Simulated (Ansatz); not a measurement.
Relaxed SnO (litharge type, space group P4/nmm):

```
CELL_PARAMETERS angstrom
      3.79339     0.00000     0.00000
      0.00000     3.79339     0.00000
      0.00000     0.00000     4.76431
ATOMIC_POSITIONS crystal
  Sn 0.50000 0.00000 0.24059
  Sn 0.00000 0.50000 0.75941
  O  0.00000 0.00000 0.00000
  O  0.50000 0.50000 0.00000
```

Computed with r2SCAN+rVV10 (plane waves to 500 eV, PAW, scalar-relativistic; Ansatz, a first-principles code). k mesh 7×7×6 (Γ-centred), Fermi-Dirac smearing 0.05 eV. With partly filled bands, energies and forces of such displacements shift with the k mesh and the smearing. At this level the bands of SnO touch or barely overlap; measurements give the solid a gap. SnO was relaxed with its symmetry unable to fall.

One atom of the cell was then moved (with its periodic images), all else fixed, and the forces (eV/Å) came out as:

| atom | Fx | Fy | Fz |
|---|---|---|---|
| Sn1 | -0.139 | -0.473 | 0.170 |
| Sn2 | -0.473 | -0.139 | -0.170 |
| O3 | -0.812 | -0.812 | 0.000 |
| O4 | 1.424 | 1.424 | 0.000 |

**Question.** Which atom was moved, and by which vector (Å)?

**Answer.** O4, by (-0.16, -0.16, 0.00), 0.22 Å in all.

(For displaced atoms, the force is minus the slope of the energy, and its curvature is a force constant, which sets phonon frequencies.)
